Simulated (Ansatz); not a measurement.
Theory: Ansatz 0.2.0, DFT PBE, scalar-relativistic, plane waves, PAW. Cutoff 420 eV, Γ-centred meshes of about 0.25 Å⁻¹ or finer for metals and 0.3 Å⁻¹ for insulators (2π included), Gaussian smearing. No spin polarisation.

Relaxed structures of Si4BN3, with energies over the first row. Coordination counts N atoms around B and Si (those within 1.25 times the shortest such distance or 1.15 times the sum of covalent radii, 1.27 where that leaves under three; a plus sign parts nearer from farther groups; the shortest distance is added where it exceeds 1.18 times the sum of covalent radii; a slash parts the counts of unlike sites).

| # | form | sites | V (Å³/atom) | coordination | ΔE (meV/atom) |
| --- | --- | --- | --- | --- | --- |
| 1 | P3m1 | Si 1c, 1c, 1b, 1b; B 1a; N 1b, 1a, 1a | 13.5 | Si 3/3 from 3.5 Å, B 3 | 0 |
| 2 | Pmn2_1 | Si 2a, 2a, 4b; B 2a; N 2a, 4b | 13.4 | Si 2/3, B 10 from 3.0 Å | 2 |
| 3 | P3m1 | Si 1b, 1c, 1b, 1c; B 1a; N 1c, 1b, 1a | 12.1 | Si 3/3+3 from 3.1 Å, B 1 | 47 |
| 4 | I-42m | Si 8i; B 2a; N 4d, 2b | 10.4 | Si 3, B 12 from 3.1 Å | 104 |

A further structure, relaxed alike:

```cif
data_structure
_symmetry_space_group_name_H-M 'P-43m'
_symmetry_Int_Tables_number 215
_cell_length_a 4.3647
_cell_length_b 4.3647
_cell_length_c 4.3647
_cell_angle_alpha 90.000
_cell_angle_beta 90.000
_cell_angle_gamma 90.000
_cell_volume 83.15
loop_
_atom_site_label
_atom_site_type_symbol
_atom_site_symmetry_multiplicity
_atom_site_Wyckoff_symbol
_atom_site_fract_x
_atom_site_fract_y
_atom_site_fract_z
_atom_site_occupancy
Si1 Si 4 e 0.74121 0.25879 0.74121 1
B1 B 1 a 0.00000 0.00000 0.00000 1
N1 N 3 c 0.50000 0.50000 0.00000 1
```

Task: Where does it fall in the ranking, and at what energy?

Result: It falls between rows 3 and 4, 80 meV/atom above row 1, with space group P-43m (No. 215) and 10.4 Å³/atom. The shortest distance is 1.87 Å (Si–N) in this cell and 1.58 Å (B–N) in row 1. Row 1 holds Si–Si pairs (shortest 2.43 Å); in this cell the shortest Si–Si distance is 2.98 Å. Si is surrounded by 3 N at 1.87 Å and 1 B at 1.96 Å; B is surrounded by 4 Si at 1.96 Å; N has 4 Si at 1.87 Å.

The k mesh leaves some 4 meV/atom of noise in the energy of each metallic cell. Weakly bound directions are ill-defined at this level, which has no dispersion term (P3m1 at 13.5 Å³/atom, Pmn2_1, P3m1 at 12.1 Å³/atom), and this can change margins and order among such cells. A magnetic state wasn't ruled out in cells without spin, among them P3m1 at 12.1 Å³/atom. Trial moments fell under 0.15 μB along the way in P3m1, P-43m and I-42m; another start might hold them. With atoms moved at random, row 1 (by 66 meV/atom) fell into a lower structure and row 2 and row 3 came back. Row 4 and the further cell had no clear such test and can be saddle points.
